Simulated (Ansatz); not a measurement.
Y4S3N2:
```xyz
9
Lattice="6.4628 1.9156 0.0000 -6.4628 1.9156 0.0000 -6.1247 0.0000 7.7204" Properties=species:S:1:pos:R:3 pbc="T T T"
Y     -0.6108     1.9156     5.0042
Y     -5.5140     1.9156     2.7163
Y     -1.7090     1.9156     1.1278
Y     -4.4157     1.9156     6.5926
S      0.0000     0.0000     0.0000
S     -9.0184     1.9156     6.0481
S      2.8937     1.9156     1.6723
N     -0.3589     1.9156     2.7886
N     -5.7659     1.9156     4.9319
```

Relaxed with r²SCAN. Special points in fractions of this cell's reciprocal vectors: Γ (0.000, 0.000, 0.000); C (0.286, 0.286, 0.000); C2 (-0.286, 0.714, 0.000); Y2 (-0.500, 0.500, 0.000); M2 (-0.500, 0.500, 0.500); D (-0.257, 0.743, 0.500); D2 (0.257, 0.257, 0.500); A (0.000, 0.000, 0.500); L2 (0.000, 0.500, 0.500); V2 (0.000, 0.500, 0.000).

Q: List the band energies nearest the valence-band maximum at these points for the program Ansatz at the r²SCAN level (PAW).

A: In eV from the valence-band maximum; about four levels below and three above (degenerate sets whole), none deeper than 8.9 eV; points with the same levels are listed once.

```
k                     below                above
--  -----------------------  -------------------
Γ   -1.23 -0.90 -0.68 -0.15       2.13 3.10 3.65
C   -1.02 -1.02 -0.78 -0.67       2.60 3.67 4.15
Y2  -1.09 -1.09 -0.97 -0.93       1.74 3.27 3.85
M2   -1.12 -1.05 -0.86 0.00       1.79 2.88 3.78
D   -1.12 -0.94 -0.56 -0.46       3.24 3.29 3.90
A   -1.15 -0.83 -0.69 -0.62       2.18 3.01 3.67
L2  -1.12 -1.01 -0.77 -0.56       2.78 3.77 3.94
V2  -1.21 -0.82 -0.55 -0.51  2.99 3.36 4.36 4.36
```

Space group C2/m. The first step of the workflow began from a Materials Project structure, measured or hypothetical; the Crystallography Open Database copy checked does not list it. Its standing as an ambient phase is unchecked. The r²SCAN relaxation kept the symmetry of its start; whether a distortion lowers the energy is not shown. The run is not spin-polarised. Spin–orbit coupling is left out wherever it is not named.

Potentials: the later of the program's two PAW sets.
